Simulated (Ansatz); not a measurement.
Task: Ru (hcp (Mg type), space group No. 194) is relaxed with DFT-LDA in the program Ansatz with PAW potentials. What lattice parameters of the conventional cell result?

Result: a = 2.675 Å, c = 4.226 Å.

Space group P6_3/mmc (hcp (Mg type)). The LDA relaxation kept the symmetry of its start. The run is not spin-polarised. Axis ratios of metals converge slowly with the k-mesh, so a and c are less sure than the volume.

Potentials: the earlier of the program's two PAW sets. The files were generated under PBE; for other functionals the program regenerates the frozen cores, and for LDA and PBEsol the local potential too.
